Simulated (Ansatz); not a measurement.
AgI:
```xyz
4
Lattice="4.5602 0.0000 0.0000 -2.2801 3.9493 0.0000 0.0000 0.0000 7.4522" Properties=species:S:1:pos:R:3 pbc="T T T"
I      0.0000     2.6328     0.0189
I      2.2801     1.3164     3.7450
Ag     0.0000     2.6328     4.6760
Ag     2.2801     1.3164     0.9499
```

DFT-PBEsol in the program Ansatz with PAW potentials gives a gap of 1.23 eV without spin–orbit coupling, maximum at Γ, minimum at Γ.

What happens when spin–orbit coupling is switched on?

The gap decreases by 0.23 eV, to 1.00 eV; maximum at Γ, minimum at Γ.

Give the electron effective mass with spin–orbit coupling.

0.14, 0.15, 0.15 mₑ (principal values).

Give the hole effective mass with spin–orbit coupling.

0.23, 0.23, 1.3 mₑ (principal values).

Space group P6_3mc (wurtzite). The cell was relaxed with PBEsol under the symmetry of its start. The run is not spin-polarised.

Potentials: the later of the program's two PAW sets.
